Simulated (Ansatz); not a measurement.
GaAs (zinc blende), conventional cell a = 5.6667 Å, b = 5.6667 Å, c = 5.6667 Å, α = 90.00°, β = 90.00°, γ = 90.00°. The calculation uses the primitive cell of 2 atoms, to which meshes and values per cell refer.

The relaxed cell is deformed in two ways at once: its volume V is scaled, and at that volume it is stretched along z (the c axis of the conventional cell) so that c/a changes. Fractional atomic positions are held.

Method: r2SCAN (plane waves to 500 eV, PAW, scalar-relativistic; Ansatz, a quantum-chemistry and plane-wave program). k mesh 10×10×10 (Γ-centred), Fermi-Dirac smearing 0.05 eV. The energy includes the smearing's −TS. GaAs was relaxed with its symmetry unable to fall.

Changes of ΔE (kJ/mol of atoms) from the point V/V₀ = 1.000, (c/a)/(c/a)₀ = 1.000 when one coordinate moves alone (two changes are said to add if the coupling is within 5 % of the smaller one, nearly so within 20 %):

```
point                               change
----------------------------------  ------
V/V₀ = 1.000, (c/a)/(c/a)₀ = 0.880   4.248
V/V₀ = 1.000, (c/a)/(c/a)₀ = 0.940   1.087
V/V₀ = 0.960, (c/a)/(c/a)₀ = 1.000   0.857
V/V₀ = 0.980, (c/a)/(c/a)₀ = 1.000   0.206
V/V₀ = 1.020, (c/a)/(c/a)₀ = 1.000   0.190
V/V₀ = 1.040, (c/a)/(c/a)₀ = 1.000   0.735
V/V₀ = 1.000, (c/a)/(c/a)₀ = 1.060   1.118
V/V₀ = 1.000, (c/a)/(c/a)₀ = 1.120   4.490
```

Question: What is the change at V/V₀ = 0.980, (c/a)/(c/a)₀ = 1.060, where both move, and how far is it from the sum?

Answer: The sum of the single changes is 0.206 + (1.118) = 1.324; the calculation gives 1.312, so the coupling contributes -0.012 (under 20 % of the smaller single change, nearly additive).

Question: What is the change at V/V₀ = 1.040, (c/a)/(c/a)₀ = 1.060, where both move, and how far is it from the sum?

Answer: The sum of the single changes is 0.735 + (1.118) = 1.853; the calculation gives 1.872, so they add (within 5 % of the smaller single change).

Question: What is the change at V/V₀ = 0.960, (c/a)/(c/a)₀ = 1.120, where both move, and how far is it from the sum?

Answer: The sum of the single changes is 0.857 + (4.490) = 5.347; the calculation gives 5.260, so the coupling contributes -0.087 (under 20 % of the smaller single change, nearly additive).

(A scan under strain: stresses follow from slopes of the energy per volume, elastic moduli from its curvatures.)
